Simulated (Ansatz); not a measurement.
TiSi2 (C49 type, space group Cmcm)

```yaml
crystal:
  lattice:
    - [1.76356, -6.76170, 0.00000]
    - [1.76356, 6.76170, 0.00000]
    - [0.00000, 0.00000, 3.56562]
  atoms:
    - { symbol: Si, position: [0.94171, 0.05829, 0.75000] }
    - { symbol: Si, position: [0.05829, 0.94171, 0.25000] }
    - { symbol: Si, position: [0.25028, 0.74972, 0.75000] }
    - { symbol: Si, position: [0.74972, 0.25028, 0.25000] }
    - { symbol: Ti, position: [0.60322, 0.39678, 0.75000] }
    - { symbol: Ti, position: [0.39678, 0.60322, 0.25000] }
```

In this cell atom 2 (Si, nearest neighbour Si at 2.380 Å; its periodic images, 3.5 Å or more away, move with it) is moved by s along Cartesian z, unit vector (0.000, 0.000, 1.000); all other atoms and the cell stay fixed.

The numbers are results of r2SCAN (plane waves to 500 eV, PAW, scalar-relativistic; Ansatz, a first-principles code), not measurements. k mesh 11×11×11 (Γ-centred), Fermi-Dirac smearing 0.05 eV. The energy includes the smearing's −TS. With partly filled bands, energies and forces of such displacements shift with the k mesh and the smearing. The PAW data are Ansatz's earlier set. This is one of several known forms of TiSi2; the measured ambient cells at hand have space group No. 70. TiSi2 is run without spin polarisation. TiSi2 was relaxed with its symmetry unable to fall. The zero of ΔE is the undisplaced structure. The last digit holds for this mesh only.

```json
[
 {"s (Å)": "-0.240", "ΔE (meV/cell)": "431.2"},
 {"s (Å)": "-0.192", "ΔE (meV/cell)": "withheld"},
 {"s (Å)": "-0.144", "ΔE (meV/cell)": "154.5"},
 {"s (Å)": "-0.096", "ΔE (meV/cell)": "68.5"},
 {"s (Å)": "-0.048", "ΔE (meV/cell)": "17.1"},
 {"s (Å)": "0.000", "ΔE (meV/cell)": "0.0"},
 {"s (Å)": "0.048", "ΔE (meV/cell)": "17.1"},
 {"s (Å)": "0.096", "ΔE (meV/cell)": "68.5"},
 {"s (Å)": "0.144", "ΔE (meV/cell)": "154.5"},
 {"s (Å)": "0.192", "ΔE (meV/cell)": "withheld"},
 {"s (Å)": "0.240", "ΔE (meV/cell)": "431.2"}
]
```

**Question.** Fit an even polynomial form (powers 2, 4) to the given rows and predict ΔE at s = 0.192.

**Answer.** Least squares on the 9 given rows: ΔE = (7429)·s² + (999.2)·s⁴, in meV/cell with s in Å; root-mean-square residual 0.03 meV/cell. At 0.192 the fit gives 275.2 meV/cell; the calculation gives 275.2 meV/cell, the same to the digits shown. The quadratic term alone would give 273.9 meV/cell.

(For displaced atoms, the force is minus the slope of the energy, and its curvature is a force constant, which sets phonon frequencies.)
